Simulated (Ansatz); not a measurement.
Relaxed Cd (hcp, Mg type):

```xyz
2
Lattice="2.9620 0.0000 0.0000 -1.4810 2.5652 0.0000 0.0000 0.0000 5.7980" Properties=species:S:1:pos:R:3 pbc="T T T"
Cd     0.0000     1.7101     4.3485
Cd     1.4810     0.8551     1.4495
```

In this cell atom 2 (Cd, nearest neighbour Cd at 2.962 Å; its periodic images, 3.0 Å or more away, move with it) is moved by u·(0.707, 0.707, 0.000) + v·(0.000, 0.000, 1.000); the rest is frozen.

Method: r2SCAN (plane waves to 500 eV, PAW, scalar-relativistic; Ansatz, a first-principles code). k mesh 14×14×7 (Γ-centred), Fermi-Dirac smearing 0.05 eV. Energies are smeared free energies. With partly filled bands, energies and forces of such displacements shift with the k mesh and the smearing. On this mesh the relaxed cell isn't quite at rest: it carries a pressure of 0.2 GPa (compression positive) at the zero of the scan. Cd was relaxed with its symmetry unable to fall. ΔE is measured from the undisplaced structure. Axes are in Å.

```json
[
 {"ΔE (eV/cell)": "v = -0.740", "u = -0.740": "0.801", "u = -0.370": "…", "u = 0.000": "0.586", "u = 0.370": "0.705", "u = 0.740": "…"},
 {"ΔE (eV/cell)": "v = -0.370", "u = -0.740": "0.180", "u = -0.370": "0.141", "u = 0.000": "0.116", "u = 0.370": "0.151", "u = 0.740": "0.259"},
 {"ΔE (eV/cell)": "v = 0.000", "u = -0.740": "…", "u = -0.370": "0.014", "u = 0.000": "0.000", "u = 0.370": "…", "u = 0.740": "0.076"},
 {"ΔE (eV/cell)": "v = 0.370", "u = -0.740": "0.180", "u = -0.370": "0.141", "u = 0.000": "0.116", "u = 0.370": "0.151", "u = 0.740": "0.259"},
 {"ΔE (eV/cell)": "v = 0.740", "u = -0.740": "0.801", "u = -0.370": "…", "u = 0.000": "0.586", "u = 0.370": "0.705", "u = 0.740": "…"}
]
```

**Question.** What belongs in the gaps?

**Answer.** 
- v = -0.740, u = -0.370: 0.665
- v = -0.740, u = 0.740: 1.086
- v = 0.000, u = -0.740: 0.036
- v = 0.000, u = 0.370: 0.020
- v = 0.740, u = -0.370: 0.665
- v = 0.740, u = 0.740: 1.086

(A displaced cell: forces are minus the slopes of the energy, force constants its curvatures, and phonons follow from these.)
